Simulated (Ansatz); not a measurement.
KYTe2 in space group R-3m (No. 166; K on 3b, Y on 3a, Te on 6c), r²SCAN in the plane-wave PAW code Ansatz, all energies at zero smearing, with the estimated change up to a 700 eV cutoff added, with one set of potentials and settings (totals compare only within such a set). Cell of 4 atoms (1 K, 1 Y, 2 Te): -19398.569 eV.

```json
[
 {"element": "K", "reference phase": "Im-3m, 1 atoms in the cell", "E (eV/atom)": "-1542.4813"},
 {"element": "Y", "reference phase": "P6_3/mmc, 2 atoms in the cell", "E (eV/atom)": "-3859.7073"},
 {"element": "Te", "reference phase": "P3_121, 3 atoms in the cell", "E (eV/atom)": "-6994.8235"}
]
```

Formation energy per atom, worked out: (-19398.569 − 1×(-1542.4813) − 1×(-3859.7073) − 2×(-6994.8235))/4 = -1.683 eV/atom (-162 kJ per mol of atoms), at 0 K, without zero-point energy or fitted corrections.

The workflow started from a Materials Project entry (that database holds measured and hypothetical structures alike); the Crystallography Open Database copy checked does not list it. Whether it is the stable phase at ambient conditions was not checked. The r²SCAN relaxation kept the symmetry of its start; its stability against distortions is not shown here. No spin polarisation was allowed. The references are the lowest solids computed at this level, not always the standard phases. Scalar-relativistic: spin–orbit coupling is off unless named, which matters more the heavier the elements.

Potentials: the later of the program's two PAW sets.
